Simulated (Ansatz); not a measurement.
With the program Ansatz at the PBE level (PAW), YNbN₃ in the trigonal phase (R3c; Y on 6a, Nb on 6a, N on 18b) relaxes to a = 5.630 Å, c = 14.313 Å. Against the elements it lies at -0.89 eV/atom, with no fitted shifts.

Electronic character: metallic (no gap). The magnetic state found is ferromagnetic. The net moment is 0.20 μB per atom.

The start of the workflow was typed in or built on a structure type; neither database checked (COD, Materials Project) lists it. Whether it is the stable phase at ambient conditions was not checked. Symmetry was held in the PBE relaxation; its stability against distortions is not shown here. Magnetic state: ferromagnetic, the only order run, not a proven ground state. No Hubbard U is applied. The references are the lowest solids computed at this level, not always the standard phases (solids in place of the gases). Scalar-relativistic: spin–orbit coupling is off unless named, which matters more the heavier the elements.

Potentials: the earlier of the program's two PAW sets.
